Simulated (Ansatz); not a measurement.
Screening note. A metal film that reacts with Si consumes substrate; on a shallow junction the depth consumed per thickness of contact matters as much as the driving force.

NiSi2 serves as the reference. 5 nm of metal is deposited and fully reacted. All products have no gap at this level.

Where the numbers come from (Ansatz, a plane-wave PAW program): volume per atom: r²SCAN, relaxed cell; metal volume, Si volume: r²SCAN, the element in its room-temperature structure; ΔH_f: r²SCAN, 0 K, against the elements in the same set-up, no fitted corrections.

Runs started from generated or typed cells of the structure named: NiSi2. Whether these are the forms stable at ambient conditions was not checked: VSi2 (P6₄22, hP9). No claim is made that these are known or stable phases: TaSi2 (P6₄22, hP9); NbSi2 (P6₄22, hP9). Run without spin polarisation: VSi2 (P6₄22, hP9), NiSi2. Spin–orbit coupling is left out unless named. ΔH_f counts from the lowest computed solid of each element: Nb (Im-3m), Ni (Fm-3m, ferromagnetic), Si (Fd-3m), Ta (Im-3m), V (Im-3m).

Definitions used: Si consumed = metal thickness × y × V(Si)/V(metal); product = metal thickness × (1 + y) × V/V(metal); ratio = consumed/product; volume change = product/(metal + consumed) − 1.

```tsv
crystal	Si atoms per metal atom	V (Å³/atom)	V of the metal (Å³/atom)	V of Si (Å³/atom)	ΔH_f (eV/atom)	Si consumed (nm)	product thickness (nm)	consumed per nm of product	volume change (%)
TaSi2 (P6₄22, hP9)	2.000	14.41	18.05	20.17	−0.460	11.17	7.79	1.43	−52
VSi2 (P6₄22, hP9)	2.000	12.49	13.26	20.17	−0.464	15.21	14.13	1.08	−30
NbSi2 (P6₄22, hP9)	2.000	14.56	18.00	20.17	−0.536	11.21	12.13	0.92	−25
NiSi2 (Fm-3m), reference	2.000	13.01	10.52	20.17	−0.351	19.17	18.55	1.03	−23
```

### Question
A slip was made in one value of «product thickness (nm)» and carried on. Locate it and redo the row.

### Answer
The row of TaSi2 (P6₄22, hP9) shows 7.79. From its own inputs, product thickness: 5 × (1 + 2.000) × 14.41/18.05 = 11.98 nm. Carried on: Si consumed per nm of product: 11.17/11.98 = 0.93; volume change: 100 × (11.98/(5 + 11.17) − 1) = −26 %. The other rows agree with the rules.

With the correction: Ranking by Si consumed per nm of product, lowest first: NbSi2 (P6₄22, hP9) (0.92 ± 0.029) ≈ TaSi2 (P6₄22, hP9) (0.93 ± 0.029), NiSi2 (1.03 ± 0.033), VSi2 (P6₄22, hP9) (1.08 ± 0.034). The ± follows from allowances picked for this note (volume per atom 1 %, 3 % for the model), carried to first order and added in quadrature; ≈ joins neighbours closer than their two ± added in quadrature. At the edge of that rule, so that a last digit could turn the call: NiSi2 and VSi2 (P6₄22, hP9). 2 of the 3 others clearly beat the reference on this figure.

Which phase forms first is kinetic; barrier heights, resistivities and agglomeration are not treated. Phases over 50 meV/atom above the lowest one at hand were not drawn (by r²SCAN where it compared them, else by the largest value; a layered or molecular lowest phase counts only with a dispersion term); other phases could lie lower still. The rows are a sample and no shortlist: familiar crystals first, some related and some not, whatever their agreement with measurement; tables with many equal figures were not kept. Limits of the draw: ΔH_f under −0.03 eV/atom; for ΔH_f, runs without a dispersion term, no Mn, and elements whose lowest cell is their usual one. As a rule kept out of such tables: 4f compounds, open-shell compounds run without a Hubbard term, cells found unstable in the tests at hand, cells close to a higher symmetry, and runs set to a pressure or over 12 % in volume from the crystal's fullest run.
